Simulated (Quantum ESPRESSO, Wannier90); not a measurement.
## Wannierisation of InSb (zinc blende)

```
InSb
1.0
    0.00000     3.31661     3.31661
    3.31661     0.00000     3.31661
    3.31661     3.31661     0.00000
In Sb
1 1
Cartesian
  0.00000   0.00000   0.00000
 -1.65830  -1.65830  -1.65831
```

Materials Project entry mp-20012; symmetrised, unrelaxed at this level. COD (Crystallography Open Database) has an entry of this formula and space group (matched by these alone). Computed values, not measurements, from PBEsol: Quantum ESPRESSO (norm-conserving PseudoDojo potentials, cutoff 64 Ry, no spin polarisation, no spin-orbit coupling) on a Γ-centred 8×8×8 mesh, then Wannier90. Density: 8×8×8 mesh, Gaussian smearing 0.01 Ry. Spin-orbit coupling is left out although heavy elements are present.

The plane-wave run has 25 bands and 28 electrons a cell. On the energy scale of pw.x, whose zero is arbitrary, the Fermi level lies at 6.71 eV.

Isolated groups of bands, relative to the Fermi level (bands from 12 on overlap up to the last one computed):

```json
[
 {"bands": "1–5", "from (eV)": "-28.53", "to (eV)": "-28.52", "filling": "filled", "weight on atomic waves": "Sb 4d 100 %"},
 {"bands": "6–10", "from (eV)": "-14.56", "to (eV)": "-14.42", "filling": "filled", "weight on atomic waves": "In 4d 99 %"},
 {"bands": "11", "from (eV)": "-10.38", "to (eV)": "-8.64", "filling": "filled", "weight on atomic waves": "Sb 5s 64 %, In 5p 20 %, In 5s 12 %"}
]
```

Input w.win, without the blocks of cell, atoms and k-points (512 lines):

```
num_bands = 15
num_wann = 8
exclude_bands = 1-10
num_iter = 800
conv_tol = 1.0e-6
conv_window = 4
dis_num_iter = 1000
dis_conv_tol = 1.0e-6
dis_froz_max = 12.93
write_hr = true
write_u_matrices = true
begin projections
f=-0.00094,-0.00552,-0.00612: s;p
f=-0.24233,-0.26246,-0.24853: s;p
end projections
mp_grid = 8 8 8
```

wannier90.x stops with:
```
dis_windows: More states in the frozen window than target WFs
```
At some k-point more bands lie below dis_froz_max than there are Wannier functions, and every frozen state has to fit into the subspace. Mended as below, all else unchanged, the run goes through (Ω_I = 14.9 Å²) and follows the plane-wave bands to 6.0 meV rms (states up to 1.0 eV relative to the Fermi level).
```
dis_froz_max = 8.21
```
